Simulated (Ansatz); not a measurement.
An Ansatz (a program for electronic structure) run. Input:

Ansatz 0.2 input:
```yaml
crystal:
  lattice:
    - [3.7076787953, 0.0, 0.0]
    - [-1.8538393976, 3.2109440258, 0.0]
    - [0.0, 0.0, 8.1802548229]
  atoms:
    - { symbol: Y, position: [0.3333333333, 0.6666666667, 0.6774299309] }
    - { symbol: Y, position: [0.6666666667, 0.3333333333, 0.3225700691] }
    - { symbol: C, position: [0.0, 0.0, 0.0] }
    - { symbol: N, position: [0.0, 0.0, 0.1499737356] }
    - { symbol: N, position: [0.0, 0.0, 0.8500262644] }
    - { symbol: O, position: [0.3333333333, 0.6666666667, 0.3967068612] }
    - { symbol: O, position: [0.6666666667, 0.3333333333, 0.6032931388] }
kpoints:
  mp_grid: { grid: [9, 9, 4] }
hamiltonian:
  xc: r2scan
  pseudopotentials: { kind: paw }
scf:
  occupations: { method: fixed }
checkpoint: { read: static.run }
output: { write_density: true, elf: true, volumetric_format: npy }
basis: { fft_grid_basis: typed }
```

Output (shortened):

```
Pseudopotential: Y, paw, valence charge 11
Pseudopotential: C, paw, valence charge 4
Pseudopotential: N, paw, valence charge 5
Pseudopotential: O, paw, valence charge 6
Functional definition: r2SCAN
Crystal: 7 atoms, lattice volume = 97.387 Å³
Basis set: ecut = 500 eV, 2465 PW (Γ), exchange–correlation on 120×120×240 points (64 copies of the dense FFT grid, shifted against one another)
Bands: 31, of which v1, the nominal top of the filled ones, is band 24 counted from 1 (23 counted from 0)
Symmetry: 12 space group operations
Space group: P-3m1 (ITA 164), of the structure as read, at distance tolerance 4.6e-5 Å
k-points: 43 of 324
Stability of the state it starts from, as read at its close in the unpolarized treatment …
iter 1 solved again at ethr=2.63e-8 eV; its pass at ethr=3.10e-3 eV (dr2=1.26e-5 eV) is discarded
SCF iter   1: F=—  HF=-9889.546512 eV  |F-HF|=—  |Δ(HF+E_count)|=         —  Δρ=2.16e-7  dr2=2.26e-11  dr2_τ=7.10e-12  ethr=2.63e-8  ⟨swp⟩=4.0  Hψ=8927  notcnv=0  defer=213
preconditioner: auto → Resta (q_TF=auto, 2.425 Å⁻¹)
SCF iter   2: F=-9889.546512 eV  HF=-9889.546512 eV  |F-HF|=1.09e-11  |Δ(HF+E_count)|=   8.08e-9  Δρ=1.20e-7  dr2=1.11e-11  dr2_τ=6.23e-12  ethr=1.00e-12  ⟨swp⟩=11.5  Hψ=6086  notcnv=0
SCF 1 converged in 2 iterations: F = -9889.546512 eV  dr2 = 1.11e-11
SCF converged after 2 iterations
Free energy (F): -9889.546512 eV
Harris-Foulkes:  -9889.546512 eV  (|F-HF|=1.09e-11)
Internal energy: -9889.546512 eV  (E = F + TS)
E sigma→0 (E₀):  -9889.546512 eV
Fermi energy:    7.021754 eV
--- Per-component energies (eV) ---
  E_band       = -283.272245
  E_kinetic    = 1318.619317
  E_local      = -2876.380937  (includes V_loc(G=0)·N_el)
  E_nonlocal   = 312.414767
  E_hartree    = 1012.520129
  E_xc         = -652.819059
  E_vxc        = -895.850926  (∫ρ·V_xc dr)
  E_paw        = -6362.277481  (= ΣΔE_a)
  E_vpaw       = -219.523432  (= ΣTr[D̂ρ^β])
  E_aug_tail   = 0.002031  (compensation charges beyond the density's cutoff)
  E_vtau       = 52.406632  (kinetic-family band-sum trace: ∫τ·v_τ [+ j·A + Jᵃ·Aᵃ] dr)
  E_ewald      = -2641.169587
  E_core_change = -0.455692  (= ΣΔE_core)
  E_smearing   =  0.000000  (= −TS)
  E_closure    = 0.000000  (closes the sum)
  Σ components = -9889.546512   (vs F -9889.546512, Δ=0.00e0)
  [band-id]    e_kinetic+e_local+e_nonlocal+2·e_hartree+e_vxc+e_vpaw+e_augmentation_tail+e_vtau = -283.272290   (vs E_band -283.272245, Δ=-4.46e-5)
--- Band table (eV; the first three rows and the last of 43) ---
  k-point 0: bands = ["-34.4495", "-34.4007", "-14.5971", "-13.7578", "-13.6750", "-13.6750", "-13.6085", "-13.6085", "-11.5080", "-10.1164", "-9.7731", "-9.2296", "1.1119", "2.2648", "2.9392", "2.9392", "3.8895", "3.8895", "4.1748", "4.8163", "4.8163", …
  k-point 1: bands = ["-34.4494", "-34.4007", "-14.5873", "-13.7810", "-13.6750", "-13.6750", "-13.6084", "-13.6084", "-11.4480", "-10.1137", "-9.9261", "-9.1226", "1.0879", "2.2675", "2.8907", "2.8907", "4.0493", "4.0493", "4.2296", "4.6993", "4.6993", …
  k-point 2: bands = ["-34.4494", "-34.4008", "-14.5771", "-13.8042", "-13.6751", "-13.6751", "-13.6084", "-13.6084", "-11.3824", "-10.0926", "-10.0751", "-9.0439", "1.0643", "2.2701", "2.8492", "2.8492", "4.2863", "4.3284", "4.3284", "4.4559", "4.4559", …
  k-point 42: bands = ["-34.3747", "-34.3747", "-14.7486", "-14.7486", "-14.0556", "-13.9577", "-13.7688", "-13.7688", "-11.2560", "-9.1995", "-9.1028", "-9.1028", "1.2848", "2.1585", "2.1585", "2.5281", "4.1130", "4.5873", "4.5873", "5.2246", "5.2246", …
```

Cost: around 8 core-seconds (rough) on shared cores.

The workflow started from a Materials Project entry (that database holds measured and hypothetical structures alike); the Crystallography Open Database copy checked does not list it. Its standing as an ambient phase is unchecked. The cell was relaxed with r²SCAN under the symmetry of its start; its stability against distortions is not shown here. No spin polarisation was allowed. Scalar-relativistic: spin–orbit coupling is off unless named, which matters more the heavier the elements.

Potentials: the later of the program's two PAW sets.

Ansatz is a plane-wave DFT program.
